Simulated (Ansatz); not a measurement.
# How Si2Ni (Fm-3m) stiffens under pressure

```
Si Ni
1.0
     0.00000    2.69549    2.69549
     2.69549    0.00000    2.69549
     2.69549    2.69549    0.00000
Si Ni
2 1
Direct
  0.25000 0.25000 0.25000
  0.75000 0.75000 0.75000
  0.00000 0.00000 0.00000
```

This is the zero-pressure cell. At each pressure cell and atoms are relaxed in this structure, and the constants are slopes of the stress at strains of ±0.005 with relaxed ions (the coefficients that govern stability under load). Level: PBEsol, PAW on Ansatz 0.2.0's default frozen-core files (fitted under PBE), scalar-relativistic; k mesh 14×14×14, strains of ±0.005, Fermi-Dirac smearing of 0.100 eV, cutoff 420 eV. P is the pressure of the relaxed cell, less that of this one.

```tsv
P (GPa)	V/V₀	C11 (GPa)	C12 (GPa)	C44 (GPa)
0.00	1.0000	197.0	140.3	78.9
1.00	0.9938	201.2	144.7	79.5
2.01	?	?	?	?
3.99	0.9765	213.6	157.6	81.4
6.98	0.9606	226.1	170.4	83.5
9.97	0.9460	239.3	183.8	85.8
14.97	0.9241	262.4	206.8	90.0
```

Q: Does the bulk modulus from the constants agree with the pressure-volume curve?

A: A third-order Birch-Murnaghan fit to the volumes shown (F against f, f = [(V₀/V)^(2/3) − 1]/2) gives B₀ = 159.0 GPa and B′ = 4.4. Its −V dP/dV stands beside (C11 + 2C12)/3:

```csv
P (GPa),from P(V),from the constants
0.00,159.0,159.2
1.00,163.4,163.6
3.99,176.5,176.2
6.98,189.4,189.0
9.97,202.1,202.3
14.97,222.8,225.3
```

Q: What are the pressure derivatives at zero pressure?

A: Slopes at V₀ of quadratic fits in −ln(V/V₀) through the first four rows shown, divided by B₀: dC11/dP = 4.2, dC12/dP = 4.3, dC44/dP = 0.6. The mean slopes up to 4.0 GPa are 4.2, 4.3, 0.6; curvature and scatter of the constants part the two. The combination (dC11/dP + 2 dC12/dP)/3 = 4.3 stands against B′.

Q: Fill the row at 2.01 GPa.

A: Cubic fits in −ln(V/V₀) through all rows shown give C11 = 205.4, C12 = 149.0, C44 = 80.1 GPa. Computed: V/V₀ = 0.9878, C11 (GPa) = 205.5, C12 (GPa) = 149.1, C44 (GPa) = 80.1.

Q: Does a shear stiffness soften?

A: C44 goes from 78.9 to 90.0 GPa; (C11 − C12)/2 goes from 28.3 to 27.8 GPa. Neither ends more than 3 % under its start, and the lattice stays mechanically stable over this range.

Caveats: no other phase was computed; many crystals of this kind change structure within this range, and rows or crossings beyond such a change describe a metastable lattice; frozen-core PAW files fitted under PBE, their cores solved anew for the functional of the run; responses of metals move with mesh and smearing; phonons weren't checked at these pressures.
